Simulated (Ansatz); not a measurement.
CaSe:
```xyz
2
Lattice="0.0000 2.9341 2.9341 2.9341 0.0000 2.9341 2.9341 2.9341 0.0000" Properties=species:S:1:pos:R:3 pbc="T T T"
Ca     0.0000     0.0000     0.0000
Se     2.9341     2.9341     2.9341
```

Relaxed with PBEsol. Special points in fractions of this cell's reciprocal vectors: Γ (0.000, 0.000, 0.000); X (0.500, 0.000, 0.500); U (0.625, 0.250, 0.625); K (0.375, 0.375, 0.750); L (0.500, 0.500, 0.500); W (0.500, 0.250, 0.750).

Q: List the band energies nearest the valence-band maximum at these points for PBEsol with spin–orbit coupling in the plane-wave PAW code Ansatz.

A: In eV from the valence-band maximum; about four levels below and three above (degenerate sets whole), none deeper than 8.9 eV; points with the same levels are listed once.

```tsv
k	below	above
Γ	0.00 0.00 0.00 0.00	3.18 3.18 3.51 3.51 3.51 3.51
X	-1.22 -1.22 -0.99 -0.99	1.74 1.74 4.92 4.92
U	-2.26 -2.26 -1.29 -1.29	3.05 3.05 5.59 5.59
L	-1.49 -1.49 -1.29 -1.29	4.28 4.28 5.37 5.37
W	-2.13 -2.13 -1.85 -1.85	4.21 4.21 4.26 4.26
```

Space group Fm-3m (rock salt). The PBEsol relaxation kept the symmetry of its start.

Potentials: the later of the program's two PAW sets.
